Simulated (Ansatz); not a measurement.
# Sb2Pt: gradients before and after relaxing the atoms

Start: a structure deposited in the COD, taken as it stands.

```cif
data_Sb2Pt
_symmetry_space_group_name_H-M 'Pa-3'
_symmetry_Int_Tables_number 205
_cell_length_a 6.4410
_cell_length_b 6.4410
_cell_length_c 6.4410
_cell_angle_alpha 90.000
_cell_angle_beta 90.000
_cell_angle_gamma 90.000
loop_
_atom_site_label
_atom_site_type_symbol
_atom_site_symmetry_multiplicity
_atom_site_Wyckoff_symbol
_atom_site_fract_x
_atom_site_fract_y
_atom_site_fract_z
Sb Sb 8 c 0.3800 0.3800 0.3800
Pt Pt 4 a 0.0000 0.0000 0.0000
```

One atom of each set is listed.

Computed with Ansatz: DFT, PBE, plane waves and PAW, scalar-relativistic, 420 eV cutoff, Γ-centred 5×5×5 k-points, Fermi–Dirac smearing 0.05 eV.

The largest force at the start is 1.2 eV/Å. Relaxing the ions at fixed cell moves them by 0.062 Å at most (atom 5, Sb) and 0.051 Å rms. End positions:

Sb (0.3744, 0.3744, 0.3744)
Pt (0.0000, 0.0000, 0.0000)

| site | moved (Å) | first shell before | first shell after | V_zz before (10²¹ V/m²) | η before |
| --- | --- | --- | --- | --- | --- |
| Sb | 0.062 | 1 Sb at 2.68 Å, 3 Pt at 2.68 Å | 3 Pt at 2.67 Å, 1 Sb at 2.80 Å | 3.64 | 0.00 |
| Pt | 0.000 | 6 Sb at 2.68 Å | 6 Sb at 2.67 Å | -6.78 | 0.00 |

Q: How do the gradients change?

A: 

```
site  V_zz after  η after  change of V_zz
  Sb        6.59     0.00           +2.95
  Pt       -6.98     0.00           -0.20
```

The largest change of V_zz is on Sb, from 3.64 to 6.59. In per cent, |V_zz| changes by +81 on Sb, +3 on Pt (all sites that start above 2). The electronic state changes along with the positions (the gap closes), so the changes aren't those of geometry alone.

Spin–orbit coupling is left out, which shifts gradients on Pt by a few per cent in wide-gap crystals, and can shift them far more where the calculated gap is small or absent, as here. With these PAW files V_zz is typically within 2 to 3 % of all-electron values, but misses above 10 % occur on Sb.
Before: At this cell the PBE pressure is 7 GPa, so with PBE the cell would grow if it were relaxed. With a gap of 0.19 eV under a smearing of 0.05 eV the band edges are partly filled, so small gradients can hang on the smearing and the k-mesh.
After: At this cell the PBE pressure is 6 GPa, so with PBE the cell would grow if it were relaxed. With no gap above 0.1 eV, as in a metal, the gradients converge slowly in k; expect changes of a tenth or more on a denser mesh.
